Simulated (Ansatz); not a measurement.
Space group P6_3/mmc (No. 194). a = 3.115 Å, b = 3.115 Å, c = 11.777 Å, α = 90.00°, β = 90.00°, γ = 120.00°
```csv
atom,site,symmetry,x,y,z
W,2d,-6m2,0.3333,0.6667,0.7500
S,4f,3m.,0.3333,0.6667,0.1166
```

Equation of state of this WS$_{2}$ structure (not necessarily the ground state), with shape and atoms relaxed at each volume where symmetry leaves them free. Theory: Ansatz, DFT PBEsol+D3(BJ), scalar-relativistic, plane waves, PAW.

Settings: cutoff 420 eV, Γ-centred mesh 12×12×4 on the computed 6-atom cell, Gaussian smearing of 0.02 eV; no spin polarisation.

```tsv
V (Å³/atom)	E − E(largest V) (meV/atom)	P (GPa)	gap on mesh (eV)
14.511	53.39	14.98	0.08
15.006	15.35	9.88	0.24
15.501	-8.38	5.72	0.39
15.995	-20.72	2.45	0.53
16.490	-24.26	0.00	0.66
16.985	-21.31	-1.78	0.79
17.479	-13.89	-2.92	0.92
18.139	0.00	-3.70	1.09
```

Problem. Fit a third-order Birch–Murnaghan equation to E(V).

Solution. V0 = 16.50 Å³/atom, B0 = 67 GPa, B0' = 9.6. B0' is unusual or poorly fixed by this range.

Spin-orbit coupling is left out, which matters for the bands of heavy elements.